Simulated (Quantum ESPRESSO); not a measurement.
Electric field gradients in Li$_{8}$SO$_{3}$ (changed cell)

```yaml
crystal:
  lattice:
    - [4.92348, 0.00000, 0.00000]
    - [0.00000, 4.92348, 0.00000]
    - [0.00000, 0.00000, 4.92348]
  atoms:
    - { symbol: Li, position: [0.26427, 0.26427, 0.73573] }
    - { symbol: Li, position: [0.26427, 0.73573, 0.73573] }
    - { symbol: S, position: [0.00000, 0.00000, 0.00000] }
    - { symbol: Li, position: [0.26427, 0.73573, 0.26427] }
    - { symbol: Li, position: [0.26427, 0.26427, 0.26427] }
    - { symbol: O, position: [0.00000, 0.50000, 0.50000] }
    - { symbol: Li, position: [0.73573, 0.26427, 0.26427] }
    - { symbol: Li, position: [0.73573, 0.73573, 0.26427] }
    - { symbol: O, position: [0.50000, 0.00000, 0.50000] }
    - { symbol: Li, position: [0.73573, 0.73573, 0.73573] }
    - { symbol: Li, position: [0.73573, 0.26427, 0.73573] }
    - { symbol: O, position: [0.50000, 0.50000, 0.00000] }
```
The cell was made here from a computed Materials Project entry: one of 4 O replaced by S, cell and atoms relaxed (PBE without dispersion, pw.x of a modified build of Quantum ESPRESSO, symmetry kept). The parent is Li2O in Fm-3m. The swapped cell is a model, not a known phase. Stability against distortions was not tested.

Convention: |Vzz| is the largest principal value, η_Q = (Vxx − Vyy)/Vzz, |C_Q| = |eQVzz/h|. Cores are frozen. Against all-electron runs on small test molecules, this scheme's |Vzz| missed by −2 to +6 % on O. Static lattice: thermal averaging is not included.

Quadrupole moments taken as inputs (sizes, barn, from the tables of PySCF and pymatgen): ⁷Li 0.0401, ³³S 0.0678, ¹⁷O 0.0256.

Task: What do the calculations give at each independent site (field gradients by a PBE PAW density (pw.x of Quantum ESPRESSO, JTH datasets) with the all-electron reconstruction of Petrilli and co-workers, 22.5 Ha, k-mesh 5×5×5 through Γ)?

Result: 
| site | site symmetry | Vzz (10²¹ V/m²) | η_Q | ∣C_Q∣ (MHz) |
|---|---|---|---|---|
| Li (atoms 1, 2, 4, 5, 7, 8, …) | 3m | under 0.2 | – | under 0.19 (⁷Li) |
| S (atom 3) | m-3m | 0 | – | 0 (³³S) |
| O (atoms 6, 9, 12) | 4/mmm | 2.75 | 0.00 | 1.70 (¹⁷O) |
